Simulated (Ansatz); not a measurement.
## ZnS with Sn replacing Zn: gradients before and after relaxing the atoms

Start: a supercell of ZnS (wurtzite type, P6_3mc) built from a structure deposited in the COD, with all atoms left at the host's positions.

```cif
data_Zn15SnS16
_symmetry_space_group_name_H-M 'P3m1'
_symmetry_Int_Tables_number 156
_cell_length_a 7.6220
_cell_length_b 7.6220
_cell_length_c 12.4680
_cell_angle_alpha 90.000
_cell_angle_beta 90.000
_cell_angle_gamma 120.000
loop_
_atom_site_label
_atom_site_type_symbol
_atom_site_symmetry_multiplicity
_atom_site_Wyckoff_symbol
_atom_site_fract_x
_atom_site_fract_y
_atom_site_fract_z
Sn Sn 1 a 0.0000 0.0000 0.0000
Zn2 Zn 1 a 0.0000 0.0000 0.5000
Zn3 Zn 3 d 0.0000 0.5000 0.0000
Zn4 Zn 3 d 0.0000 0.5000 0.5000
Zn9 Zn 3 d 0.1667 0.8333 0.2500
Zn10 Zn 3 d 0.1667 0.8333 0.7500
Zn15 Zn 1 c 0.6667 0.3333 0.2500
Zn16 Zn 1 c 0.6667 0.3333 0.7500
S17 S 1 a 0.0000 0.0000 0.1925
S18 S 1 a 0.0000 0.0000 0.6925
S19 S 3 d 0.0000 0.5000 0.1925
S20 S 3 d 0.0000 0.5000 0.6925
S25 S 3 d 0.1667 0.8333 0.4425
S26 S 3 d 0.1667 0.8333 0.9425
S31 S 1 c 0.6667 0.3333 0.4425
S32 S 1 c 0.6667 0.3333 0.9425
```

One atom of each set is listed.

Method: Kohn–Sham DFT in Ansatz, PBE, plane waves and PAW, scalar-relativistic, 420 eV cutoff, Γ-centred 3×3×2 k-points, Fermi–Dirac smearing 0.01 eV.

The largest force at the start is 3.6 eV/Å. Relaxing the ions at fixed cell moves them by 0.682 Å at most (atom 17, S) and 0.171 Å rms.

```
site  moved (Å)                   first shell before                    first shell after  V_zz before (10²¹ V/m²)  η before
  Sn      0.294                   4 S at 2.31–2.40 Å                   4 S at 2.63–2.79 Å                     6.67      0.00
 Zn2      0.140                   4 S at 2.31–2.40 Å                   4 S at 2.33–2.40 Å                     2.08      0.00
 Zn4      0.063                   4 S at 2.31–2.40 Å                   4 S at 2.30–2.33 Å                     1.89      0.04
 Zn9      0.149                   4 S at 2.31–2.40 Å                   4 S at 2.29–2.33 Å                     1.26      0.56
Zn10      0.112                   4 S at 2.31–2.40 Å                        4 S at 2.32 Å                     2.72      0.04
Zn15      0.014                   4 S at 2.31–2.40 Å                   4 S at 2.33–2.34 Å                     1.49      0.00
Zn16      0.072                   4 S at 2.31–2.40 Å                   4 S at 2.32–2.33 Å                     1.92      0.00
 S17      0.682       3 Zn at 2.31 Å, 1 Sn at 2.40 Å  3 Zn at 2.29 Å; also 1 Sn at 2.79 Å                     1.14      0.00
 S18      0.138                  4 Zn at 2.31–2.40 Å                  4 Zn at 2.32–2.40 Å                    -0.43      0.00
 S19      0.071                  4 Zn at 2.31–2.40 Å                  4 Zn at 2.33–2.34 Å                     0.52      0.81
 S20      0.061                  4 Zn at 2.31–2.40 Å                  4 Zn at 2.30–2.32 Å                    -0.65      0.68
 S25      0.081                  4 Zn at 2.31–2.40 Å                  4 Zn at 2.30–2.33 Å                    -0.26      0.23
 S26      0.239  3 Zn at 2.31–2.40 Å, 1 Sn at 2.31 Å  3 Zn at 2.31–2.32 Å, 1 Sn at 2.63 Å                     2.03      0.56
 S31      0.087                  4 Zn at 2.31–2.40 Å                       4 Zn at 2.33 Å                    -0.39      0.00
```

(1) How do the gradients change?

## Answers

(1) 

| site | V_zz after | η after | change of V_zz |
| --- | --- | --- | --- |
| Sn | -5.81 | 0.00 | -12.48 |
| Zn2 | 1.94 | 0.00 | -0.14 |
| Zn4 | -0.30 | 0.55 | -2.19 |
| Zn9 | -1.84 | 0.03 | – |
| Zn10 | 1.70 | 0.20 | -1.02 |
| Zn15 | -0.27 | 0.00 | -1.76 |
| Zn16 | -0.31 | 0.00 | -2.23 |
| S17 | -8.97 | 0.00 | -10.11 |
| S18 | -1.30 | 0.00 | -0.87 |
| S19 | 1.04 | 0.44 | – |
| S20 | -0.81 | 0.01 | -0.16 |
| S25 | -2.02 | 0.01 | -1.76 |
| S26 | -2.26 | 0.08 | -4.29 |
| S31 | 0.79 | 0.00 | +1.18 |

The largest change of V_zz along a kept axis is on Sn, from 6.67 to -5.81. Small gradients that grow severalfold: S18 (-0.43 to -1.30), S25 (-0.26 to -2.02). In per cent, |V_zz| changes by -37 to -7 on Zn (all sites that start above 2, bar those whose gradient vanishes or changes sign or whose main axis turns by over 40°). Where |V_zz| stays above 0.1 and the axes keep their order, η moves most on S20, from 0.68 to 0.01. V_zz changes sign on Sn (same axis), S26 (same axis), Zn16 (same axis), Zn4 (axis turned by 33°), Zn15 (same axis), S17 (same axis), S31 (same axis). On Zn9, S19 the largest principal value lies along another axis in the second run, so the two V_zz can't be compared directly. The table leaves out 2 of the 16 sites, with |V_zz| up to 1.40; their tensors move by 1.52 at most along any direction. The statements above cover all sites. The electronic state changes along with the positions (a gap opens), so the changes aren't those of geometry alone. The host's own positions weren't relaxed first, so part of the change far from the defect can be the host's relaxation.

The defect repeats with the cell of 32 atoms, so it feels its images: sites between two images don't show the values beside a lone defect, and zeros or small values of η there can come from the images' arrangement. S and Zn carry a gradient in the pure host already, so the values there aren't the defect's effect alone. Without spin–orbit coupling (the program notes it for Sn) the gradients can shift somewhat, as the gap is small.
Before: The run isn't spin-polarised, and a state with spin may lie lower. The defect cell has no gap above 0.1 eV on its mesh, so the values can hang on the smearing and the k-mesh. The cell keeps the host's lattice, where the PBE pressure is 6 GPa. The neighbours have not yet relaxed around the defect (largest force 3.6 eV/Å), so the values at and beside it are those of a strained start, not of the defect in a real crystal.
After: The relaxation keeps the site symmetry 3m of the start, so the impurity can move only along its axis; a start off the site could end lower.
